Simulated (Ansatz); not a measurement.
Is this ScGa2N3 structure a true minimum?

The structure comes from a generated guess, relaxed at this level; another structure or a mixture of phases may lie lower.

Computed with DFT PBE, scalar-relativistic, plane waves, PAW (Ansatz). Settings: cutoff 420 eV, Γ-centred mesh 12×12×4 on the computed 6-atom cell, Gaussian smearing of 0.02 eV; no spin polarisation.

The cell below (6 atoms, space group P-3m1 (No. 164)) is relaxed within its symmetry.

```cif
data_structure
_symmetry_space_group_name_H-M 'P 1'
_symmetry_Int_Tables_number 1
_cell_length_a 3.0986
_cell_length_b 3.0986
_cell_length_c 7.4527
_cell_angle_alpha 90.000
_cell_angle_beta 90.000
_cell_angle_gamma 120.000
_cell_volume 61.97
loop_
_atom_site_label
_atom_site_type_symbol
_atom_site_fract_x
_atom_site_fract_y
_atom_site_fract_z
_atom_site_occupancy
Sc1 Sc 0.00000 0.00000 0.50000 1
Ga1 Ga 0.33333 0.66667 0.16499 1
Ga2 Ga 0.66667 0.33333 0.83501 1
N1 N 0.33333 0.66667 0.67414 1
N2 N 0.66667 0.33333 0.32586 1
N3 N 0.00000 0.00000 0.00000 1
```

For the test a repeat of it with 12 atoms (edges 3.10, 3.10, 14.91 Å) was strained at random (σ = 1.5 % a component), the atoms were moved at random (σ = 0.10 Å), and all was relaxed again on a coarse 6×6×1 mesh (in the run’s order of axes) with 0.10 eV smearing, with no symmetry imposed.

Problem. Does it come back?

Solution. It returns, within 1 meV/atom of the unmoved cell on that mesh and with the same symmetry when read at 0.1 Å. No instability shows in this cell; modes of other wave vectors, which need another repeat, aren't tested.
